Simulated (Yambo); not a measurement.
# Bethe-Salpeter results for RbCdF3

```xyz
5
Lattice="4.4250 0.0000 0.0000 0.0000 4.4250 0.0000 0.0000 0.0000 4.4250" Properties=species:S:1:pos:R:3 pbc="T T T"
F      0.0000     2.2125     2.2125
F      2.2125     0.0000     2.2125
F      2.2125     2.2125     0.0000
Rb     0.0000     0.0000     0.0000
Cd     2.2125     2.2125     2.2125
```

The geometry is that of Materials Project entry mp-6951, symmetrised and not relaxed again.

BSE in Yambo on LDA (Quantum ESPRESSO, PseudoDojo norm-conserving, 102 Ry, without SOC) bands: 8×8×8 mesh, 9 valence and 3 conduction bands, static screening with 57 bands and a 3 Ry block, scissor 3.60 eV, Tamm-Dancoff; field along x.

```
state  energy (eV)  states within 2 meV  relative strength   class    main transitions
-----  -----------  -------------------  -----------------  ------  ------------------
1             7.11                    3               1.00  strong  several band pairs
2             7.19                    3             < 0.01    dark  several band pairs
3             7.70                    3               0.13  strong  several band pairs
4             7.77                    3             < 0.01    dark  several band pairs
5             7.82                    3             < 0.01    dark  several band pairs
6             7.83                    3             < 0.01    dark  several band pairs
7             7.83                    2             < 0.01    dark  several band pairs
8             7.93                    3             < 0.01    dark  several band pairs
```

These are vertical excitations (zero momentum); the indirect quasiparticle gap, about 6.36 eV, is smaller than the direct one (8.06 eV on the GW mesh). The direct quasiparticle gap on this mesh is 8.06 eV; counted from there, state 1 is bound by 0.95 eV. On a 6×6×6 mesh the same difference is 0.95 eV.

Spin singlets only. Strengths are relative to the strongest of the lowest states of this run; strong means a line over 3 % of the spectrum's maximum, dark under 0.03 %. Absolute energies carry the error of the G0W0 scissor, whose convergence isn't established.

Spin-orbit splittings are left out. The cell is held in this high symmetry; tilts and polar distortions were not searched.

The structure is a Materials Project entry; no match was found in the copy of COD used, and its stability was not checked.
